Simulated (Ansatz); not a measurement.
KC — K-39 nuclear quadrupole resonance

Cell: a structure deposited in the COD, ions relaxed with PBE at fixed cell.

Space group I4_1/acd:1 (No. 142); a = 7.5690, c = 14.5210 Å.

| site | Wyckoff | site symmetry | x | y | z |
| --- | --- | --- | --- | --- | --- |
| K | 16e | .2. | 0.6915 | 0.2500 | 0.8750 |
| C | 16f | ..2 | 0.0591 | 0.0591 | 0.2500 |

One atom of each set is listed; the run and its k-mesh use a cell of 16 atoms with edges of 9.02, 9.02, 9.02 Å.

The numbers come from a DFT calculation in Ansatz (PBE, plane waves and PAW, scalar-relativistic, 550 eV cutoff, Γ-centred 6×6×6 k-points, Fermi–Dirac smearing 0.05 eV).

K-39: I = 3/2, Q = 60.30 mb (year-2017 value). Static lattice, zero field.

Q: Predict the zero-field K-39 lines of each site.

A: For I = 3/2 there is one line, ν = (|C_Q|/2)(1 + η²/3)^½.

```
site  atoms  V_zz (10²¹ V/m²)  C_Q (MHz)     η  line frequencies (MHz)
   K      8             -1.16      -1.69  0.49                   0.881
```

Q: And for ⁴¹K (I = 3/2, Q = 73.40 mb) on K?

A: C_Q scales with Q to -2.06 MHz, with lines at 1.07 MHz.

The database entry as given showed forces above 3 eV/Å or a pressure above 30 GPa, though relaxing it moves no atom far.

The run took 1.7 min of wall time (1.7 min of CPU time) and 1.3 GiB at its peak, on 1 thread of Arm Neoverse V2 (aarch64; 8 cores open to the job, memory cap 3.0 GiB, no GPU), a shared host with a load of 0.8 a core.
